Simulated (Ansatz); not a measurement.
Cu Kα1 powder pattern (kinematic, no thermal factors).
| 2θ (°) | relative intensity |
| --- | --- |
| 16.30 | 2 |
| 27.95 | 6 |
| 29.15 | 11 |
| 32.52 | 100 |
| 32.95 | 6 |
| 37.54 | 11 |
| 41.52 | 4 |
| 43.74 | 32 |
| 49.45 | 29 |
| 50.35 | 5 |
| 50.80 | 1 |
| 58.44 | 2 |
| 58.57 | 6 |
| 60.45 | 16 |
| 60.71 | 6 |
| 63.70 | 2 |
| 66.50 | 5 |
| 67.00 | 3 |
| 68.12 | 8 |
| 73.25 | 9 |
| 76.11 | 6 |
| 80.01 | 1 |
| 80.12 | 2 |
| 80.94 | 2 |
| 81.76 | 13 |
| 84.66 | 2 |
| 86.04 | 2 |
| 87.66 | 1 |
| 88.70 | 8 |

The pattern is computed from a structure relaxed with DFT PBE, scalar-relativistic, plane waves, PAW (Ansatz). No spin polarisation. Its elements are Ge, In, S.

Task: Give the structure.

Result: InGe₃S₂.
Space group P-3m1 (No. 164). a = 3.683 Å, b = 3.683 Å, c = 10.865 Å, α = 90.00°, β = 90.00°, γ = 120.00°
```json
{"atom": "In", "site": "1a", "symmetry": "-3m.", "x": "0.0000", "y": "0.0000", "z": "0.0000"}
{"atom": "Ge", "site": "2d", "symmetry": "3m.", "x": "0.3333", "y": "0.6667", "z": "0.1993"}
{"atom": "Ge", "site": "1b", "symmetry": "-3m.", "x": "0.0000", "y": "0.0000", "z": "0.5000"}
{"atom": "S", "site": "2d", "symmetry": "3m.", "x": "0.3333", "y": "0.6667", "z": "0.6501"}
```

A pattern alone doesn't exclude other cells with like lines; this is the one computed.

The cell was found from a structure generator's guess, not taken from experiment.
